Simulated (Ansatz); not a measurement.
An Ansatz input:

```yaml
crystal:
  lattice:
    - [2.5315277129, 0.0, 0.0]
    - [0.0, 2.5315277129, 0.0]
    - [0.0, 0.0, 2.5315277129]
  atoms:
    - { symbol: Pd, position: [0.0, 0.0, 0.0], spin: 0.5 }
hamiltonian:
  xc: pbesol
  pseudopotentials:
    kind: paw
    azcp:
      Pd: "pseudopotentials/Pd.paw.azcp"
basis:
  ecutwfc: 420
  fft_grid_basis: typed
kpoints:
  mp_grid: { grid: [14, 14, 14], shift: [0, 0, 0] }
magnetization:
  spin_polarized: true
scf:
  occupations: { method: fermi_dirac, width: 0.05 }
  lower_state_search: "off"
output:
  stress: true
```

Output

```
Warning: the record states the generating functional pbe (its physics header spells it `PBE`), which answers neither for hamiltonian.xc's functional nor for the pbesol family's — results may be inconsistent (PPs are generated against a specific XC)
Engine: ansatz 0.2.0, aarch64-unknown-linux-gnu
Pseudopotentials: kind: paw
Pseudopotential: Pd, paw, valence charge 18, recommended cutoff 420 eV (normal) 
Functional definition: PBEsol
  exchange = pbesol_x
  correlation = pbesol_c
Crystal: 1 atoms, lattice volume = 16.224 Å³
Basis set: ecut = 420 eV, 305 PW (Γ)
Bands: 14, of which v1, the nominal top of the filled ones, is band 9 counted from 1 (8 counted from 0)
Symmetry: 48 space group operations
Space group: Pm-3m (ITA 221), of the structure as read, at distance tolerance 2.5e-5 Å
Magnetic group: BNS 221.92 (UNI 1594), of the structure as read, at distance tolerance 2.5e-5 Å
k-points: 120 of 2744
Non-local potential: Pd, projectors of the file, l = 0: 2, l = 1: 2, l = 2: 2, l = 3: 1
PAW form: soft (Blöchl's): semilocal exchange-correlation on the pseudo side does not see the compensation charge
PAW frozen core: Pd, regenerated for the run's functional, and the local potential with it (the file was generated under x = pbe(κ = 0.804, μ = 0.2195149727645171), c = pbe(β = 0.06672455060314922))
PAW one-centre angular grid: Pd, 590 points (default); XC on 64 Gauss nodes
Initial density: superposition of atomic densities (chi_scale 0.1, normalization cell)
Starting moments: Σ|m| = 0.5 μB on 1 of 1 site
Initial wavefunctions: pseudopotential atomic-orbital guess
Functional: x = pbesol(κ = 0.804, μ = 0.12345679012345678), c = pbesol(β = 0.046)
SCF iter   1: F=—  HF=-6907.090858 eV  |F-HF|=—  |Δ(HF+E_count)|=         —  Δρ=9.34e-2 (↑9.34e-2 ↓6.24e-2)  dr2=4.01e0  dr2_m=5.49e-2  M=0.227 μB ∫|m|=0.231 μB  β_m=0.30  ethr=3.10e-3  ⟨swp⟩=5.2  Hψ=17582  notcnv=0
SCF iter   2: F=—  HF=-6906.377809 eV  |F-HF|=—  |Δ(HF+E_count)|=   7.13e-1  Δρ=5.53e-2 (↑5.53e-2 ↓3.50e-2)  dr2=1.32e0  dr2_m=3.00e-2  M=0.218 μB ∫|m|=0.220 μB  β_m=0.30  ethr=3.10e-3  ⟨swp⟩=2.8  Hψ=7395  notcnv=0  defer=110
SCF iter   3: F=—  HF=-6906.034096 eV  |F-HF|=—  |Δ(HF+E_count)|=   3.44e-1  Δρ=2.01e-2 (↑1.52e-2 ↓2.01e-2)  dr2=5.22e-2  dr2_m=2.01e-2  M=0.186 μB ∫|m|=0.189 μB  β_m=0.30  ethr=3.10e-3  ⟨swp⟩=2.0  Hψ=5599  notcnv=0  defer=110
SCF iter   4: F=—  HF=-6906.028717 eV  |F-HF|=—  |Δ(HF+E_count)|=   5.38e-3  Δρ=1.00e-2 (↑1.00e-2 ↓8.98e-3)  dr2=2.61e-4  dr2_m=1.33e-2  M=0.168 μB ∫|m|=0.171 μB  β_m=0.30  ethr=2.90e-4  ⟨swp⟩=2.0  Hψ=8141  notcnv=0  defer=134
SCF iter   5: F=—  HF=-6906.030691 eV  |F-HF|=—  |Δ(HF+E_count)|=   1.97e-3  Δρ=8.14e-3 (↑7.88e-3 ↓8.14e-3)  dr2=7.19e-5  dr2_m=9.49e-3  M=0.148 μB ∫|m|=0.152 μB  β_m=0.30  ethr=1.45e-6  ⟨swp⟩=2.3  Hψ=5342  notcnv=0  defer=134
SCF iter   6: F=—  HF=-6906.032420 eV  |F-HF|=—  |Δ(HF+E_count)|=   1.73e-3  Δρ=6.84e-3 (↑6.84e-3 ↓6.81e-3)  dr2=1.49e-6  dr2_m=6.92e-3  M=0.131 μB ∫|m|=0.134 μB  β_m=0.30  ethr=4.00e-7  ⟨swp⟩=2.1  Hψ=5169  notcnv=0  defer=134
SCF iter   7: F=—  HF=-6906.033335 eV  |F-HF|=—  |Δ(HF+E_count)|=   9.15e-4  Δρ=5.88e-3 (↑5.85e-3 ↓5.88e-3)  dr2=1.25e-6  dr2_m=5.11e-3  M=0.115 μB ∫|m|=0.119 μB  β_m=0.30  ethr=5.56e-10  ⟨swp⟩=5.0  Hψ=11170  notcnv=0
...
SCF iter  13: F=—  HF=-6906.036299 eV  |F-HF|=—  |Δ(HF+E_count)|=   4.92e-6  Δρ=1.21e-4 (↑1.21e-4 ↓1.05e-4)  dr2=7.60e-6  dr2_m=7.71e-8  M=0.000 μB ∫|m|=0.000 μB  β_m=0.64  ethr=1.24e-9  ⟨swp⟩=2.6  Hψ=5858  notcnv=0  defer=134
iter 14 did not close the SCF: its close was put off for a magnetic moment that had not settled (scf_convergence_deferred on its scf_iter line)
SCF iter  14: F=-6906.036297 eV  HF=-6906.036297 eV  |F-HF|=2.08e-9  |Δ(HF+E_count)|=   1.98e-6  Δρ=2.05e-5 (↑2.05e-5 ↓1.67e-5)  dr2=3.97e-8  dr2_m=4.21e-8  M=-0.000 μB ∫|m|=0.000 μB  β_m=0.65  ethr=5.56e-10  ⟨swp⟩=2.8  Hψ=12209  notcnv=0
iter 15 did not close the SCF: its close was put off for a magnetic moment that had not settled (scf_convergence_deferred on its scf_iter line)
SCF iter  15: F=-6906.036298 eV  HF=-6906.036297 eV  |F-HF|=4.01e-9  |Δ(HF+E_count)|=   3.38e-8  Δρ=6.53e-6 (↑3.62e-6 ↓6.53e-6)  dr2=3.22e-10  dr2_m=3.67e-9  M=-0.000 μB ∫|m|=0.000 μB  β_m=0.83  ethr=2.21e-10  ⟨swp⟩=1.8  Hψ=9900  notcnv=0
SCF iter  16: F=-6906.036298 eV  HF=-6906.036298 eV  |F-HF|=2.73e-12  |Δ(HF+E_count)|=   5.40e-9  Δρ=4.82e-7 (↑4.82e-7 ↓2.63e-7)  dr2=1.37e-11  dr2_m=1.15e-11  M=-0.000 μB ∫|m|=0.000 μB  ethr=1.79e-12  ⟨swp⟩=1.0  Hψ=9716  notcnv=0
WARN: the starting moments were not kept: the SCF closed with an absolute magnetisation of 3.9e-6 μB, where they sum to 0.5 μB in size (1 site). That is at most 0.1 of that sum. Measured as dr2_m measures the in/out step, that magnetisation stands 5.7e-12 eV from none, at or under the dr2_threshold of 1.0e-7 eV: it is no larger than a step whose dr2_m would equal this threshold. The system may hold no moment; this SCF shows only that its start led to no more than that. To try another start: raise the starting moments (crystal.atoms[].spin, magnetization.per_species, magnetization.initial_magnetization, or on a non-collinear deck that types none of these the spinor_matrix: blocks that start its atoms; where the total moment is fixed, keep their sum and leave initial_magnetization as it is; typed ones take the place of any that the run laid by itself, positive ones on a crystal's lanthanoids without a Hubbard term where scf.initial_density.shell_occupations: [] is typed) or, if the notice of its spin-set hold's release reads "site moments contracting" or "site moments show no strong build", lengthen the hold (scf.mixing.spin_hold: { on: { confirm: 4 } }; for m-r²SCAN on two components see the key's manual first). Each may lead to a state that holds a moment. A second SCF, from the converged charge density, with the starting moments and any scf.initial_density.shell_occupations laid on it anew, would have followed, and was not run: the deck does not ask for one (magnetization.retry_lost_moments is false, the default). To let it run, set magnetization.retry_lost_moments: true and run the deck again, where that key's refused combinations let it; where memory then withholds it, that run's warning says so.
SCF 1 converged in 16 iterations: F = -6906.036298 eV  dr2 = 1.37e-11
SCF converged after 16 iterations
Magnetization: -0.0000 μB (9.0000 up, 9.0000 down)
Absolute magnetization: 0.0000 μB (∫|ρ↑−ρ↓|, with the PAW one-centre terms)
Spin contamination: 0.0000 ħ² per cell (⟨S²⟩ above its minimum at these occupations)
Per-site moments (μB) at R_I (Å): [(-2.9349349430475536e-6, 1.04425518157125)]
Free energy (F): -6906.036298 eV
Harris-Foulkes:  -6906.036298 eV  (|F-HF|=2.73e-12)
Internal energy: -6906.022433 eV  (E = F + TS)
E sigma→0 (E₀):  -6906.029365 eV
Entropy (-TS):   -0.013864 eV (-13.864 meV/atom)
Fermi energy:    17.485497 eV
--- Per-component energies (eV) ---
  E_band       = -178.614303
  E_kinetic    = 515.367481
  E_local      = -1975.822552  (includes V_loc(G=0)·N_el)
  E_nonlocal   = 219.780143
  E_hartree    = 801.991773
  E_xc         = -167.596310
  E_vxc        = -211.052133  (∫ρ·V_xc dr)
  E_paw        = -3685.543571  (= ΣΔE_a)
  E_vpaw       = -330.870844  (= ΣTr[D̂ρ^β])
  E_aug_tail   = 0.000213  (compensation charges beyond the density's cutoff)
  E_ewald      = -2614.502134
  E_core_change = 0.302524  (= ΣΔE_core)
  E_smearing   = -0.013864  (= −TS)
  E_closure    = 0.000000  (closes the sum)
  Σ components = -6906.036298   (vs F -6906.036298, Δ=0.00e0)
--- Stress (GPa, compression-positive) ---
        6.666241       0.000000       0.000000
        0.000000       6.666241       0.000000
        0.000000       0.000000       6.666241
  P = ⅓ Tr σ = 6.6662 GPa (66.662 kbar)
```
